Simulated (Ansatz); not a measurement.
## TaRu: energy along a strain

TaRu, Pm-3m, a = 3.187 Å (as given, not relaxed at this level: -7.6 GPa). The structure is a COD entry; whether it is the stable form wasn't checked. Ansatz: r2SCAN, PAW, 500 eV, Γ-centred 16×16×16 mesh on 2 atoms, Gaussian smearing 0.15 eV; no spin polarisation. Cell vectors (Å): 3.187 0.000 0.000; 0.000 3.187 0.000; 0.000 0.000 3.187. The cell is strained by x per cent times the pattern (1 1 0 0 0 0) in the order xx yy zz yz xz xy (engineering shears), with fractional coordinates held. y is the free energy over the start, V0 = 16.185 Å³/atom.

| x (%) | y (meV/atom) |
| --- | --- |
| -6.00 | 89.36 |
| -4.50 | 25.85 |
| -3.00 | -6.77 |
| -1.50 | ? |
| 0.00 | 0.00 |
| 1.50 | 31.84 |
| 3.00 | 81.31 |
| 4.50 | 148.31 |
| 5.25 | 188.13 |
| 6.00 | 231.93 |

Task: Fit y = c1 x + c2 x² + c3 x³ to the other rows, get the stiffness along the pattern, and predict the missing energy.

Result: Least squares on the rows shown. y = 15.586 x + 4.4074 x² − 0.10259 x³. The clamped-ion stiffness p·C·p = 2 × 44.07 eV × 160.2 / 16.185 Å³ = 872 GPa (second derivative at the start, which stands under stress). With a term in x⁴ added, the coefficient of x² becomes 4.073, 8 % less, which shows how far this figure hangs on the form. At x = -1.50 the fit asked for gives -13.12 meV/atom. The run gave -13.79 meV/atom, so the fit is 0.67 meV/atom too high, within the rms miss on the fitted rows (1.95 meV/atom).

Spin–orbit coupling is left out, which can shift energies with elements as heavy as these.